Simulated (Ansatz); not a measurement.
Space group P4/mmm (No. 123). a = 2.624 Å, b = 2.624 Å, c = 3.615 Å, α = 90.00°, β = 90.00°, γ = 90.00°
| atom | site | symmetry | x | y | z |
| --- | --- | --- | --- | --- | --- |
| Mn | 1d | 4/mmm | 0.5000 | 0.5000 | 0.5000 |
| Ir | 1a | 4/mmm | 0.0000 | 0.0000 | 0.0000 |

Equation of state of this MnIr structure (not necessarily the ground state), with shape and atoms relaxed at each volume where symmetry leaves them free. It has no gap at any of these volumes. Method: Ansatz 0.2.0, DFT PBEsol, scalar-relativistic, plane waves, PAW.

Plane waves to 420 eV, a k mesh through Γ of 16×16×12 on the computed 2-atom cell and Gaussian smearing (0.10 eV); collinear spin.

| V (Å³/atom) | E − E(largest V) (meV/atom) | P (GPa) |
| --- | --- | --- |
| 11.700 | 10.00 | 22.31 |
| 12.073 | -27.73 | 10.25 |
| 12.447 | -39.60 | 0.00 |
| 12.820 | -29.18 | -8.71 |
| 13.194 | 0.00 | -15.91 |

Question: Fit a third-order Birch–Murnaghan equation to E(V).

Answer: V0 = 12.45 Å³/atom, B0 = 316 GPa, B0' = 4.3.

Spin-orbit coupling is left out, which matters for the bands of heavy elements. Only parallel moments were tried here.